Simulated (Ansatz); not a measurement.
Start of a relaxation, 2 CHCl3 a cell, tilted, over a hollow Al-Al-Al site (Al, Fm-3m (No. 225), (1 1 1) face):

```xyz
37
Lattice="8.4486 0.0000 0.0000 -4.2243 7.3167 0.0000 0.0000 0.0000 24.7545" Properties=species:S:1:pos:R:3 pbc="T T T"
Al    1.4081    0.8130    8.0000
Al    0.0000    3.2519    8.0000
Al   -1.4081    5.6908    8.0000
Al    4.2243    0.8130    8.0000
Al    2.8162    3.2519    8.0000
Al    1.4081    5.6908    8.0000
Al    7.0405    0.8130    8.0000
Al    5.6324    3.2519    8.0000
Al    4.2243    5.6908    8.0000
Al    2.8162    1.6259   10.3641
Al    1.4081    4.0649   10.3641
Al    0.0000    6.5038   10.3641
Al    5.6324    1.6259   10.3641
Al    4.2243    4.0649   10.3641
Al    2.8162    6.5038   10.3641
Al    0.0000    1.6259   10.3641
Al   -1.4081    4.0649   10.3641
Al   -2.8162    6.5038   10.3641
Al    4.2243    2.4389   12.7310
Al    2.8162    4.8778   12.7310
Al    5.6324    0.0000   12.7310
Al   -1.4081    2.4389   12.7310
Al   -2.8162    4.8778   12.7310
Al    0.0000    0.0000   12.7310
Al    1.4081    2.4389   12.7310
Al    0.0000    4.8778   12.7310
Al    2.8162    0.0000   12.7310
Cl    4.2243    0.8130   15.2910
C     4.2057    2.1345   16.4803
Cl    5.6972    2.0832   17.4466
Cl    4.1022    3.6937   15.6321
H     3.3279    2.0182   17.1487
Cl    6.3365    4.4713   15.6510
C     7.6483    4.6318   16.8403
Cl    7.7576    3.1434   17.8066
Cl    9.1875    4.9022   15.9921
H     7.4384    5.4920   17.5087
```

All numbers below come from Ansatz 0.2.0, DFT PBE+D3(BJ), scalar-relativistic, plane waves, PAW. Plane waves to 420 eV, a k mesh through Γ of 3×3×1 on the computed 37-atom cell and Gaussian smearing (0.10 eV); no spin polarisation. A dipole correction removes the field between periodic images along c.

Atoms 1, 2, 3, 4, 5, 6, 7, 8, 9 (counted from 1) are held. The cell is fixed. Force threshold 0.04 eV/Å.

Q: Where does it end?

A: The energy falls by 3.196 eV in 34 steps, to:

```xyz
37
Lattice="8.4486 0.0000 0.0000 -4.2243 7.3167 0.0000 0.0000 0.0000 24.7545" Properties=species:S:1:pos:R:3 pbc="T T T"
Al    1.4081    0.8130    8.0000
Al    0.0000    3.2519    8.0000
Al   -1.4081    5.6908    8.0000
Al    4.2243    0.8130    8.0000
Al    2.8162    3.2519    8.0000
Al    1.4081    5.6908    8.0000
Al    7.0405    0.8130    8.0000
Al    5.6324    3.2519    8.0000
Al    4.2243    5.6908    8.0000
Al    2.8199    1.6268   10.3624
Al    1.4119    4.0643   10.3637
Al    0.0030    6.5047   10.3622
Al    5.6334    1.6267   10.3734
Al    4.2257    4.0627   10.3751
Al    2.8190    6.5032   10.3759
Al   -0.0008    1.6235   10.3874
Al   -1.4095    4.0632   10.3846
Al   -2.8172    6.5010   10.3849
Al    4.2259    2.4356   12.7389
Al    2.8195    4.8763   12.7392
Al    5.6340    0.0017   12.7425
Al   -1.4013    2.4427   12.7721
Al   -2.8087    4.8782   12.7698
Al    0.0090    0.0009   12.7660
Al    1.4172    2.4401   12.7407
Al    0.0109    4.8849   12.7388
Al    2.8283    0.0012   12.7416
Cl    2.5056    0.6605   16.1329
C     3.3447    1.9823   16.9937
Cl    4.0408    1.4030   18.5240
Cl    4.5922    2.7298   15.9637
H     2.6014    2.7465   17.2289
Cl    8.8199    4.2141   16.0357
C     9.5218    5.5550   16.9882
Cl   10.1308    4.9653   18.5536
Cl   10.7984    6.3896   16.0758
H     8.7239    6.2735   17.1859
```

The end is the local minimum or symmetric point that this start leads to. The slab is only 4.6 Å thick, so the energy isn't converged with thickness.

Spin polarisation was left out, and a magnetic state may lie lower.

Cost: 1 run of about 40 core-minutes, on Intel Xeon 6975P-C (Granite Rapids) (shared hosts).